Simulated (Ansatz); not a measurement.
Input, command and steps of an Ansatz relaxation.

```yaml
crystal:
  lattice:
    - [1.9525596659, -5.1686353749, 0.0]
    - [1.9525596659, 5.1686353749, 0.0]
    - [0.0, 0.0, 10.3373295938]
  atoms:
    - { symbol: Nb, position: [0.868228891, 0.131771109, 0.4412096569] }
    - { symbol: Nb, position: [0.868228891, 0.131771109, 0.0587903431] }
    - { symbol: Nb, position: [0.7969294861, 0.2030705139, 0.75] }
    - { symbol: Nb, position: [0.2030705139, 0.7969294861, 0.25] }
    - { symbol: Nb, position: [0.131771109, 0.868228891, 0.5587903431] }
    - { symbol: Nb, position: [0.131771109, 0.868228891, 0.9412096569] }
    - { symbol: "N", position: [0.6911014788, 0.3088985212, 0.926274745] }
    - { symbol: "N", position: [0.9531614186, 0.0468385814, 0.6204352503] }
    - { symbol: "N", position: [0.9531614186, 0.0468385814, 0.8795647497] }
    - { symbol: "N", position: [0.6911014788, 0.3088985212, 0.573725255] }
    - { symbol: "N", position: [0.7650777264, 0.2349222736, 0.25] }
    - { symbol: "N", position: [0.0468385814, 0.9531614186, 0.3795647497] }
    - { symbol: "N", position: [0.3088985212, 0.6911014788, 0.073725255] }
    - { symbol: "N", position: [0.3088985212, 0.6911014788, 0.426274745] }
    - { symbol: "N", position: [0.2349222736, 0.7650777264, 0.75] }
    - { symbol: "N", position: [0.0468385814, 0.9531614186, 0.1204352503] }
basis:
  ecutwfc: 420
kpoints:
  mp_grid: { grid: [8, 8, 4] }
hamiltonian:
  xc: pbesol
scf:
  occupations: { method: gaussian, width: 0.02 }
output:
  forces: true
  stress: true
  eigenvalues: true
relax:
  adjacent_minimum: "off"
  f_tol: 0.01
  max_steps: 30
  cell: { stress_tol: 0.1, fix: [volume] }
```

```bash
ansatz run input.yaml --threads 4 --pin off --max-ram 10240MiB --backend cpu --events-out ev --progress --plain --runs-dir out
```

All numbers below come from DFT PBEsol, scalar-relativistic, plane waves, PAW (Ansatz).

The volume is held at 1.03 times that of the relaxed cell.

Of 8 frames 7 are shown, positions in Å and forces in eV/Å; the SCF threshold varies from step to step. Steps run on the plane waves of an earlier cell, with a Pulay correction in the pressure. The basis is chosen afresh for the last frame, the zero of the energies, and at times for earlier ones too; energy and pressure can step there, also at an unchanged geometry. Where two frames share a geometry here, they differ by under 2 meV/atom and 0.3 GPa. The mark taken_back stands on steps that the optimiser undid.

```xyz
16
Lattice="1.9526 -5.1686 0.0000 1.9526 5.1686 0.0000 0.0000 0.0000 10.3373" Properties=species:S:1:pos:R:3:forces:R:3 pbc="T T T" step=1 free_energy_over_end_meV_per_atom=0.74 pressure_GPa=-7.03
Nb    1.9526   -3.8065    4.5609    0.0000   -0.1720    0.0774
Nb    1.9526   -3.8065    0.6077    0.0000   -0.1720   -0.0774
Nb    1.9526   -3.0694    7.7530    0.0000    0.0355    0.0000
Nb    1.9526    3.0694    2.5843    0.0000   -0.0355    0.0000
Nb    1.9526    3.8065    5.7764    0.0000    0.1720   -0.0774
Nb    1.9526    3.8065    9.7296    0.0000    0.1720    0.0774
N     1.9526   -1.9755    9.5752    0.0000   -0.0781   -0.0762
N     1.9526   -4.6845    6.4136    0.0000   -0.0461   -0.2396
N     1.9526   -4.6845    9.0924    0.0000   -0.0461    0.2396
N     1.9526   -1.9755    5.9308    0.0000   -0.0781    0.0762
N     1.9526   -2.7402    2.5843    0.0000    0.0258    0.0000
N     1.9526    4.6845    3.9237    0.0000    0.0461    0.2396
N     1.9526    1.9755    0.7621    0.0000    0.0781    0.0762
N     1.9526    1.9755    4.4065    0.0000    0.0781   -0.0762
N     1.9526    2.7402    7.7530    0.0000   -0.0258    0.0000
N     1.9526    4.6845    1.2450    0.0000    0.0461   -0.2396
16
Lattice="1.9499 -5.1599 0.0000 1.9499 5.1599 0.0000 0.0000 0.0000 10.3691" Properties=species:S:1:pos:R:3:forces:R:3 pbc="T T T" step=2 free_energy_over_end_meV_per_atom=0.30 pressure_GPa=-6.58
Nb    1.9499   -3.7989    4.5728    0.0000   -0.0894    0.0712
Nb    1.9499   -3.7989    0.6117    0.0000   -0.0894   -0.0712
Nb    1.9499   -3.0730    7.7768    0.0000    0.0986    0.0000
Nb    1.9499    3.0730    2.5923    0.0000   -0.0986    0.0000
Nb    1.9499    3.7989    5.7963    0.0000    0.0894   -0.0712
Nb    1.9499    3.7989    9.7574    0.0000    0.0894    0.0712
N     1.9499   -1.9814    9.5957    0.0000    0.0152   -0.0197
N     1.9499   -4.6746    6.4189    0.0000   -0.0500   -0.0129
N     1.9499   -4.6746    9.1348    0.0000   -0.0500    0.0129
N     1.9499   -1.9814    5.9580    0.0000    0.0152    0.0197
N     1.9499   -2.7318    2.5923    0.0000    0.0495    0.0000
N     1.9499    4.6746    3.9502    0.0000    0.0500    0.0129
N     1.9499    1.9814    0.7734    0.0000   -0.0152    0.0197
N     1.9499    1.9814    4.4112    0.0000   -0.0152   -0.0197
N     1.9499    2.7318    7.7768    0.0000   -0.0495    0.0000
N     1.9499    4.6746    1.2343    0.0000    0.0500   -0.0129
16
Lattice="1.9492 -5.1689 0.0000 1.9492 5.1689 0.0000 0.0000 0.0000 10.3547" Properties=species:S:1:pos:R:3:forces:R:3 pbc="T T T" step=3 free_energy_over_end_meV_per_atom=0.12 pressure_GPa=-6.56
Nb    1.9492   -3.8089    4.5690    0.0000   -0.0298    0.0358
Nb    1.9492   -3.8089    0.6084    0.0000   -0.0298   -0.0358
Nb    1.9492   -3.0762    7.7660    0.0000    0.1060    0.0000
Nb    1.9492    3.0762    2.5887    0.0000   -0.1060    0.0000
Nb    1.9492    3.8089    5.7858    0.0000    0.0298   -0.0358
Nb    1.9492    3.8089    9.7463    0.0000    0.0298    0.0358
N     1.9492   -1.9830    9.5828    0.0000   -0.0096   -0.0183
N     1.9492   -4.6846    6.4114    0.0000   -0.0070   -0.0110
N     1.9492   -4.6846    9.1207    0.0000   -0.0070    0.0110
N     1.9492   -1.9830    5.9492    0.0000   -0.0096    0.0183
N     1.9492   -2.7358    2.5887    0.0000    0.0520    0.0000
N     1.9492    4.6846    3.9433    0.0000    0.0070    0.0110
N     1.9492    1.9830    0.7719    0.0000    0.0096    0.0183
N     1.9492    1.9830    4.4055    0.0000    0.0096   -0.0183
N     1.9492    2.7358    7.7660    0.0000   -0.0520    0.0000
N     1.9492    4.6846    1.2340    0.0000    0.0070   -0.0110
16
Lattice="1.9454 -5.1733 0.0000 1.9454 5.1733 0.0000 0.0000 0.0000 10.3661" Properties=species:S:1:pos:R:3:forces:R:3 pbc="T T T" step=4 free_energy_over_end_meV_per_atom=0.15 pressure_GPa=-6.37 taken_back
Nb    1.9454   -3.8143    4.5796    0.0000   -0.0815    0.0106
Nb    1.9454   -3.8143    0.6035    0.0000   -0.0815   -0.0106
Nb    1.9454   -3.0720    7.7746    0.0000   -0.0415    0.0000
Nb    1.9454    3.0720    2.5915    0.0000    0.0415    0.0000
Nb    1.9454    3.8143    5.7865    0.0000    0.0815   -0.0106
Nb    1.9454    3.8143    9.7627    0.0000    0.0815    0.0106
N     1.9454   -1.9848    9.5891    0.0000   -0.0149    0.0270
N     1.9454   -4.6867    6.4170    0.0000   -0.0651   -0.0522
N     1.9454   -4.6867    9.1322    0.0000   -0.0651    0.0522
N     1.9454   -1.9848    5.9601    0.0000   -0.0149   -0.0270
N     1.9454   -2.7217    2.5915    0.0000   -0.0936    0.0000
N     1.9454    4.6867    3.9491    0.0000    0.0651    0.0522
N     1.9454    1.9848    0.7770    0.0000    0.0149   -0.0270
N     1.9454    1.9848    4.4061    0.0000    0.0149    0.0270
N     1.9454    2.7217    7.7746    0.0000    0.0936    0.0000
N     1.9454    4.6867    1.2339    0.0000    0.0651   -0.0522
16
Lattice="1.9481 -5.1709 0.0000 1.9481 5.1709 0.0000 0.0000 0.0000 10.3565" Properties=species:S:1:pos:R:3:forces:R:3 pbc="T T T" step=5 free_energy_over_end_meV_per_atom=0.01 pressure_GPa=-6.40
Nb    1.9481   -3.8138    4.5745    0.0000    0.0141   -0.0096
Nb    1.9481   -3.8138    0.6037    0.0000    0.0141    0.0096
Nb    1.9481   -3.0693    7.7674    0.0000    0.0358    0.0000
Nb    1.9481    3.0693    2.5891    0.0000   -0.0358    0.0000
Nb    1.9481    3.8138    5.7820    0.0000   -0.0141    0.0096
Nb    1.9481    3.8138    9.7528    0.0000   -0.0141   -0.0096
N     1.9481   -1.9828    9.5831    0.0000   -0.0090   -0.0054
N     1.9481   -4.6858    6.4116    0.0000   -0.0059   -0.0001
N     1.9481   -4.6858    9.1232    0.0000   -0.0059    0.0001
N     1.9481   -1.9828    5.9516    0.0000   -0.0090    0.0054
N     1.9481   -2.7307    2.5891    0.0000   -0.0043    0.0000
N     1.9481    4.6858    3.9449    0.0000    0.0059    0.0001
N     1.9481    1.9828    0.7734    0.0000    0.0090    0.0054
N     1.9481    1.9828    4.4049    0.0000    0.0090   -0.0054
N     1.9481    2.7307    7.7674    0.0000    0.0043    0.0000
N     1.9481    4.6858    1.2333    0.0000    0.0059   -0.0001
16
Lattice="1.9486 -5.1711 0.0000 1.9486 5.1711 0.0000 0.0000 0.0000 10.3535" Properties=species:S:1:pos:R:3:forces:R:3 pbc="T T T" step=6 free_energy_over_end_meV_per_atom=0.00 pressure_GPa=-6.39
Nb    1.9486   -3.8138    4.5725    0.0000   -0.0254    0.0060
Nb    1.9486   -3.8138    0.6043    0.0000   -0.0254   -0.0060
Nb    1.9486   -3.0651    7.7651    0.0000   -0.0263    0.0000
Nb    1.9486    3.0651    2.5884    0.0000    0.0263    0.0000
Nb    1.9486    3.8138    5.7811    0.0000    0.0254   -0.0060
Nb    1.9486    3.8138    9.7492    0.0000    0.0254    0.0060
N     1.9486   -1.9841    9.5801    0.0000    0.0101    0.0011
N     1.9486   -4.6862    6.4099    0.0000    0.0059    0.0048
N     1.9486   -4.6862    9.1203    0.0000    0.0059   -0.0048
N     1.9486   -1.9841    5.9502    0.0000    0.0101   -0.0011
N     1.9486   -2.7336    2.5884    0.0000    0.0035    0.0000
N     1.9486    4.6862    3.9436    0.0000   -0.0059   -0.0048
N     1.9486    1.9841    0.7734    0.0000   -0.0101   -0.0011
N     1.9486    1.9841    4.4033    0.0000   -0.0101    0.0011
N     1.9486    2.7336    7.7651    0.0000   -0.0035    0.0000
N     1.9486    4.6862    1.2332    0.0000   -0.0059    0.0048
16
Lattice="1.9488 -5.1698 0.0000 1.9488 5.1698 0.0000 0.0000 0.0000 10.3550" Properties=species:S:1:pos:R:3:forces:R:3 pbc="T T T" step=8 free_energy_over_end_meV_per_atom=0.00 pressure_GPa=-6.39
Nb    1.9488   -3.8134    4.5733    0.0000    0.0033   -0.0029
Nb    1.9488   -3.8134    0.6042    0.0000    0.0033    0.0029
Nb    1.9488   -3.0649    7.7662    0.0000    0.0023    0.0000
Nb    1.9488    3.0649    2.5887    0.0000   -0.0023    0.0000
Nb    1.9488    3.8134    5.7817    0.0000   -0.0033    0.0029
Nb    1.9488    3.8134    9.7508    0.0000   -0.0033   -0.0029
N     1.9488   -1.9826    9.5814    0.0000    0.0038    0.0009
N     1.9488   -4.6846    6.4111    0.0000   -0.0028   -0.0034
N     1.9488   -4.6846    9.1213    0.0000   -0.0028    0.0034
N     1.9488   -1.9826    5.9510    0.0000    0.0038   -0.0009
N     1.9488   -2.7324    2.5887    0.0000    0.0017    0.0000
N     1.9488    4.6846    3.9439    0.0000    0.0028    0.0034
N     1.9488    1.9826    0.7736    0.0000   -0.0038   -0.0009
N     1.9488    1.9826    4.4039    0.0000   -0.0038    0.0009
N     1.9488    2.7324    7.7662    0.0000   -0.0017    0.0000
N     1.9488    4.6846    1.2336    0.0000    0.0028   -0.0034
```

The run took 56 s on 4 threads of AMD EPYC 9R45 96-Core Processor (Zen 5) (shared host), peak memory 1.3 GiB.